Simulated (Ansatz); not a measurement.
Theory: DFT PBE, scalar-relativistic, plane waves, PAW in Ansatz. Plane waves to 420 eV, a 6×6×6 mesh through Γ for the 8-atom cell and 0.02 eV Gaussian smearing; no spin polarisation.

Formation energies are uncorrected and refer to the elements' standard structures at the same level.

Task: Propose a candidate for a cubic semiconductor with formula Al₃InAs₄, with a gap near 1.2 eV, a formation energy near −0.41 eV/atom and about 25 Å³ per atom, in a cell of 8 atoms.

Result: Al₃InAs₄, space group P-43m (No. 215). Al has 4 As at 2.49 Å; In is surrounded by 4 As at 2.63 Å; As has 3 Al at 2.49 Å and 1 In at 2.63 Å.

Space group P-43m (No. 215). a = 5.835 Å, b = 5.835 Å, c = 5.835 Å, α = 90.00°, β = 90.00°, γ = 90.00°
```csv
atom,site,symmetry,x,y,z
Al,3d,-42.m,0.5000,0.0000,0.0000
In,1b,-43m,0.5000,0.5000,0.5000
As,4e,.3m,0.7606,0.2394,0.7606
```

The volume per atom is 24.84 Å³ and the density is 4.14 g/cm³. The formation energy is −0.415 eV/atom and the gap on the 6×6×6 mesh of the 8-atom cell is 1.16 eV.

It was reached by relaxing an invented guess, and it needn't be the stable form of this composition. Other answers may fit too; this one was computed.

Kohn–Sham gaps at this level usually fall short of measured ones. The reference form of As is held partly by dispersion forces, which this level lacks. A later test with randomly moved atoms came back to the same energy, though modes that don't fit the test's cell weren't probed.
